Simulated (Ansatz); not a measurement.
SrCd, DFT, PBEsol, PAW with Ansatz's default frozen-core files, scalar-relativistic (Ansatz 0.2.0), on 1 thread of Arm Neoverse V2 (shared host).

Command: `ansatz run input.yaml --threads 1 --pin off --max-ram 2048MiB --backend cpu --events-out ev --progress --plain --runs-dir out`

```yaml
crystal:
  lattice:
    - [3.9799356449, 0.0, 0.0]
    - [0.0, 3.9799356449, 0.0]
    - [0.0, 0.0, 3.9799356449]
  atoms:
    - { symbol: Sr, position: [0.5, 0.5, 0.5] }
    - { symbol: Cd, position: [0.0, 0.0, 0.0] }
kpoints:
  mp_grid: { grid: [10, 10, 10] }
scf:
  occupations: { method: fermi_dirac, width: 0.05 }
hamiltonian:
  xc: pbesol
  pseudopotentials: { kind: paw }
output:
  forces: true
  stress: true
  eigenvalues: true
  populations: true
```

How large is the problem that the program sets up?

56 irreducible k-points, 1237 plane waves at Γ, 19 bands.

About how long does it take?

4 s of wall time for 6 SCF iterations. Times on shared machines scatter by tens of per cent.
